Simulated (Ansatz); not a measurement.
The relaxed structure here is a generated cell of Ir: the first start was made by placing the elements on the sites of a structure type, and the end was not matched to a known phase here, so it may be hypothetical. Known forms of Ir include space group No. 225.

The end point of a relaxation of Ir. Calculation: PBE (plane waves to 420 eV, PAW, scalar-relativistic; Ansatz, a first-principles code).

```xyz
1
Lattice="-1.6750 1.6750 1.3337 1.6750 -1.6750 1.3337 1.6750 1.6750 -1.3337" Properties=species:S:1:pos:R:3 pbc="T T T"
Ir     0.0000     0.0000     0.0000
```

### Question
Determine the symmetry and give the standard cell with its independent sites.

### Answer
Space group I4/mmm (No. 139); a = 3.350 Å, b = 3.350 Å, c = 2.667 Å, α = 90.00°, β = 90.00°, γ = 90.00°

| atom | site | symmetry | x | y | z |
|---|---|---|---|---|---|
| Ir | 2a | 4/mmm | 0.0000 | 0.0000 | 0.0000 |

This is the AFLOW prototype A_tI2_139_a (A_a).

### Question
Give the shortest distances between elements (the closest pairs, up to four, under 3.6 Å).

### Answer
Ir–Ir 2.67 Å.

| Quantity | Value |
|---|---|
| Volume per atom | 14.97 Å³ |
| Band gap | zero (metallic) |

No spin polarisation in the result.

The run could not lower the symmetry of its start; a shaken copy of this end point relaxes with PBE to Fm-3m (No. 225), 0.33 eV/atom lower.
